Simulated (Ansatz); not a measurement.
SiMo2C:
```
SiMo2C
1.0
    3.10268     0.00000     0.00000
   -1.55134     2.68700     0.00000
    0.00000     0.00000    12.39431
Si Mo C
2 4 2
Direct
  0.66667   0.33333   0.25000
  0.33333   0.66667   0.75000
  0.66667   0.33333   0.90696
  0.33333   0.66667   0.09304
  0.33333   0.66667   0.40696
  0.66667   0.33333   0.59304
  0.00000   0.00000   0.00000
  0.00000   0.00000   0.50000
```

Relaxed with PBE. Special points in fractions of this cell's reciprocal vectors: Γ (0.000, 0.000, 0.000); M (0.500, 0.000, 0.000); K (0.333, 0.333, 0.000); A (0.000, 0.000, 0.500); L (0.500, 0.000, 0.500); H (0.333, 0.333, 0.500).

**Question.** List the band energies nearest the Fermi level at these points for plane-wave PAW PBE (Ansatz code).

**Answer.** In eV from the Fermi level; about four levels below and three above (degenerate sets whole), none deeper than 8.9 eV; points with the same levels are listed once.

```tsv
k	below	above
Γ	-0.98 -0.98 -0.61 -0.61	0.44 0.44 0.74 0.74
M	-4.26 -3.26 -3.08 -0.92	0.28 0.31 0.54
K	-2.71 -1.34 -0.56 -0.56	0.31 0.31 0.85
A	-0.81 -0.81 -0.81 -0.81	0.60 0.60 0.60 0.60
L	-3.16 -3.16 -0.52 -0.52	0.60 0.60 0.95 0.95
H	-2.08 -2.08 -0.64 -0.64	0.70 0.70 0.81 0.81
```

Space group P6_3/mmc. The start of the workflow was typed in or built on a structure type; neither database checked (COD, Materials Project) lists it. Its standing as an ambient phase is unchecked. The PBE relaxation kept the symmetry of its start; its stability against distortions is not shown here. No spin polarisation was allowed. Scalar-relativistic: spin–orbit coupling is off unless named, which matters more the heavier the elements.

Potentials: the earlier of the program's two PAW sets.
